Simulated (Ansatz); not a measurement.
Hf (hcp, Mg type)

```
Hf
1.0
    3.15898     0.00000     0.00000
   -1.57949     2.73576     0.00000
    0.00000     0.00000     4.99983
Hf
2
Direct
  0.33333   0.66667   0.75000
  0.66667   0.33333   0.25000
```

The slice is a (0001) plane (indices of the conventional cell) through the point (0.333, 0.667, 0.750) (fractional), spanned by u = [110] and v = [1 -1 0] in vectors of this cell: u (3.16 Å) and v (5.47 Å, at 90° to u). It covers one period; positions are fractions (u, v).

These are PBEsol (plane waves to 420 eV, PAW, scalar-relativistic; Ansatz, an electronic-structure program) values and carry that method's errors. k mesh 17×17×9. Near the nuclei the fields are pseudised (PAW); where an atom keeps semicore shells as valence, they peak there. Hf is run without spin polarisation. Hf was relaxed with its symmetry unable to fall. Spin-orbit coupling is left out, though Hf is heavy. The PAW data are Ansatz's earlier set.

Three fields on this plane, each scaled to ten steps between its own extremes (0 low, 9 high; the total valence density on a logarithmic scale, the potential cut 8 eV below its top; x marks points blanked near nuclei; v = 0 in the bottom row):

Map A
```
|xxxx05750xxx|
|xxxx17871xxx|
|xxx0589850xx|
|001479997410|
|555666666655|
|776410001467|
|8740xxxxx047|
|750xxxxxxx05|
|640xxxxxxx04|
|640xxxxxxx04|
|750xxxxxxx05|
|871xxxxxxx17|
|9850xxxxx058|
|997410001479|
|666655555666|
|001467776410|
|xxx0478740xx|
|xxxx05750xxx|
|xxxx04640xxx|
|xxxx04640xxx|
```

Map B
```
|xxxx94349xxx|
|xxxx64346xxx|
|xxx7433347xx|
|875333333357|
|111234443211|
|001358985310|
|0026xxxxx620|
|015xxxxxxx51|
|128xxxxxxx82|
|239xxxxxxx93|
|349xxxxxxx94|
|346xxxxxxx64|
|3347xxxxx743|
|333357875333|
|443211111234|
|985310001358|
|xxx6200026xx|
|xxxx51015xxx|
|xxxx82128xxx|
|xxxx93239xxx|
```

Map C
```
|xxxx12421xxx|
|xxxx14741xxx|
|xxx1279721xx|
|000158985100|
|001233333210|
|221001110012|
|2100xxxxx001|
|200xxxxxxx00|
|100xxxxxxx00|
|201xxxxxxx10|
|421xxxxxxx12|
|741xxxxxxx14|
|9721xxxxx127|
|985100000158|
|333210001233|
|110012221001|
|xxx0012100xx|
|xxxx00200xxx|
|xxxx00100xxx|
|xxxx10201xxx|
```

Task: Assign the maps to these fields: electron localisation function (ELF); valence electron density; electrostatic potential energy of an electron, from the cell's mean.

Result: A is the electrostatic potential energy of an electron, from the cell's mean; B is the valence electron density; C is the electron localisation function (ELF).
